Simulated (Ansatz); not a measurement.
Ti3AlN:
```
Ti3AlN
1.0
    4.08577     0.00000     0.00000
    0.00000     4.08577     0.00000
    0.00000     0.00000     4.08577
Ti Al N
3 1 1
Direct
  0.50000   0.00000   0.50000
  0.00000   0.50000   0.50000
  0.50000   0.50000   0.00000
  0.00000   0.00000   0.00000
  0.50000   0.50000   0.50000
```

Relaxed with PBEsol. Special points in fractions of this cell's reciprocal vectors: Γ (0.000, 0.000, 0.000); X (0.000, 0.500, 0.000); M (0.500, 0.500, 0.000); R (0.500, 0.500, 0.500).

Q: List the band energies nearest the Fermi level at these points for PBEsol (plane waves, PAW; program Ansatz).

A: In eV from the Fermi level; about four levels below and three above (degenerate sets whole), none deeper than 8.9 eV; points with the same levels are listed once.

```csv
k,below,above
Γ,-2.16 -2.16 -1.89 -1.89 -1.89,1.27 1.27 1.27
X,-1.83 -1.83 -1.39 -0.83,0.50 0.50 1.37 1.37
M,-2.92 -2.92 -1.93 -0.10 -0.10,0.17 0.17 0.73
R,-1.71 -1.71 -1.71 -0.42 -0.42 -0.42,0.26 0.26 0.26
```

Space group Pm-3m (anti-perovskite). The workflow started from a Materials Project entry (that database holds measured and hypothetical structures alike); the Crystallography Open Database copy checked does not list it. Whether it is the stable phase at ambient conditions was not checked. Symmetry was held in the PBEsol relaxation; of distortions, only those at the zone centre were tested. No spin polarisation was allowed.

Potentials: the later of the program's two PAW sets.
